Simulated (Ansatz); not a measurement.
Sc2CO in space group R-3m (No. 166; Sc on 6c, C on 3b, O on 3a), PBE (plane waves, PAW; program Ansatz), all energies at zero smearing, with the estimated change up to a 700 eV cutoff added, with one set of potentials and settings (totals compare only within such a set). Cell of 4 atoms (2 Sc, 1 C, 1 O): -5095.137 eV.

| element | reference phase | E (eV/atom) |
|---|---|---|
| Sc | P6_3/mmc, 2 atoms in the cell | -2135.8097 |
| C | P6_3/mmc, 4 atoms in the cell | -250.9479 |
| O | C2/m, 4 atoms in the cell, spin-polarised | -565.0000 |

Formation energy per atom, worked out: (-5095.137 − 2×(-2135.8097) − 1×(-250.9479) − 1×(-565.0000))/4 = -1.892 eV/atom (-183 kJ per mol of atoms), at 0 K, without zero-point energy or fitted corrections.

The workflow started from a Materials Project entry (that database holds measured and hypothetical structures alike); the Crystallography Open Database copy checked does not list it. Whether it is the stable phase at ambient conditions was not checked. The cell was relaxed with PBE under the symmetry of its start; its stability against distortions is not shown here. The run is not spin-polarised. The references are the lowest solids computed at this level, not always the standard phases (solids in place of the gases).

Potentials: the later of the program's two PAW sets.
